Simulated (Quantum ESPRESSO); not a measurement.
CuNbPd4AlGa, a curve over one atom's position

A calculation, not a measurement. The program is pw.x of Quantum ESPRESSO 7.5 (plane-wave density functional theory). The cell is made up: eight metal atoms on a hexagonal close-packed lattice, with elements, volume, strain and displacements drawn at random and not relaxed, so it may be unstable or far from any real phase. PseudoDojo standard norm-conserving files set the functional (PBE unless stated); there is no spin polarisation or spin-orbit coupling, the Fermi-Dirac width of 0.25 eV means electrons at about 2900 K, and the masses in the input are unused placeholders. The copper pseudopotential is less sure than most, with forces differing by about three percent and pressure by about two GPa from a second method on plain copper. A spin test at this wide smearing found no moment, but such smearing suppresses magnetism that the real alloy may have.

Seven runs move atom 3 (Pd, counted in the order of the input) along y and keep all else fixed.

Input of the run at -0.0048:

```
&control calculation='scf', pseudo_dir='./dojo.nc.sr.pbe.v0_5.standard.upf', outdir='./o', disk_io='minimal', tprnfor=.true., tstress=.true. /
&system ibrav=0, nat=8, ntyp=5, nbnd=74, ecutwfc=92.02030273, nosym=.true., tot_charge=0,
 occupations='smearing', smearing='fd', degauss=0.0183746611
/
&electrons conv_thr=1.470e-08, electron_maxstep=70, mixing_beta=0.5 /
ATOMIC_SPECIES
Al 1.0 Al.upf
Cu 1.0 Cu.upf
Ga 1.0 Ga.upf
Nb 1.0 Nb.upf
Pd 1.0 Pd.upf
CELL_PARAMETERS angstrom
0.0435 -0.0251 -4.7824
0.0688 4.9394 0.0259
5.7043 0.0795 -0.052
ATOMIC_POSITIONS angstrom
Cu 0.1481 0.0876 0.1396
Nb 2.8721 0.0876 -0.0551
Pd 1.3442 2.6154 -0.0026
Pd 4.2382 2.5207 -0.3386
Al 0.0604 1.6628 -2.2994
Ga 2.7015 1.6196 -2.5035
Pd 1.5996 3.9995 -2.3387
Pd 4.3854 4.1964 -2.2197
K_POINTS automatic
5 5 4 1 1 1
```

| shift of atom 3 along y (Å) | free energy less that of the input shown (eV) | Fx on atom 3 (eV/Å) | Fy on atom 3 (eV/Å) | Fz on atom 3 (eV/Å) | pressure (GPa) | iterations |
| --- | --- | --- | --- | --- | --- | --- |
| -0.0883 | -0.0575 | 0.140 | -0.472 | 0.253 | -10.17 | 16 |
| -0.0513 | -0.0365 | 0.134 | -0.664 | 0.273 | -10.12 | 16 |
| -0.0248 | -0.0171 | 0.133 | -0.800 | 0.288 | -10.06 | 15 |
| -0.0048 | 0.0000 | 0.132 | -0.905 | 0.299 | -9.99 | 15 |
| +0.0336 | 0.0386 | 0.134 | -1.108 | 0.321 | -9.82 | 16 |
| +0.0804 | 0.0964 | 0.142 | -1.365 | 0.348 | -9.55 | 16 |

Question: one run is left out of the table, at -0.0426. Estimate its Fy on atom 3 (eV/Å).

Answer: -0.709. The whole row:

| shift of atom 3 along y (Å) | free energy less that of the input shown (eV) | Fx on atom 3 (eV/Å) | Fy on atom 3 (eV/Å) | Fz on atom 3 (eV/Å) | pressure (GPa) | iterations |
| --- | --- | --- | --- | --- | --- | --- |
| -0.0426 | -0.0305 | 0.133 | -0.709 | 0.278 | -10.10 | 16 |

A cubic fit gives dFy/dy = -5.24 eV/Å² at zero shift. Across the table the energy follows the integral of the force to 0.1 meV. A rerun of one of the cells at a higher cutoff and on a denser mesh moved values by no more than 0.007 eV in energy, 0.04 GPa in stress and 0.010 eV/Å in force, and a second program with other atomic files agreed on that cell to 2 % rms in force and 0.5 GPa in pressure.